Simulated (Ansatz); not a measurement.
## Ba: how much do the potentials matter?

Ba in the bcc lattice, in a typed cell, not relaxed.

```xyz
1
Lattice="-2.5150 2.5150 2.5150 2.5150 -2.5150 2.5150 2.5150 2.5150 -2.5150" Properties=species:S:1:pos:R:3 pbc="T T T"
Ba    0.0000    0.0000    0.0000
```

Settings of the Ansatz calculation: PBE; k mesh 8×8×8; Fermi–Dirac smearing of 0.1 eV; no spin. Harmonic phonons by finite displacements in cells commensurate with each q, in cm⁻¹; i marks an unstable mode.

Caveats: coarse k mesh.

The reference is the run on all-electron PAW datasets (no frozen core) at 240 eV and 63.63 Å³ an atom: lowest mode at q = [0.5, -0.5, 0.5] (cm⁻¹) 73; top mode at q = [0.5, -0.5, 0.5] (cm⁻¹) 73.

Task: The same calculation was made on Ansatz generated PAW, Ansatz hand-made PAW, JTH PAW, PseudoDojo norm-conserving, Ansatz norm-conserving. How far do the results move?

Result: 
| potentials | cutoff (eV) | lowest mode at q = [0.5, -0.5, 0.5] (cm⁻¹) | top mode at q = [0.5, -0.5, 0.5] (cm⁻¹) |
| --- | --- | --- | --- |
| Ansatz generated PAW | 420 | 73 | 73 |
| Ansatz hand-made PAW | 300 | 73 | 73 |
| JTH PAW | 660 | 74 | 74 |
| PseudoDojo norm-conserving | 770 | 73 | 73 |
| Ansatz norm-conserving | 770 | 73 | 73 |

The largest move among the frequencies in the table is 0.8 cm⁻¹, in the lowest mode at q = [0.5, -0.5, 0.5] on JTH PAW.
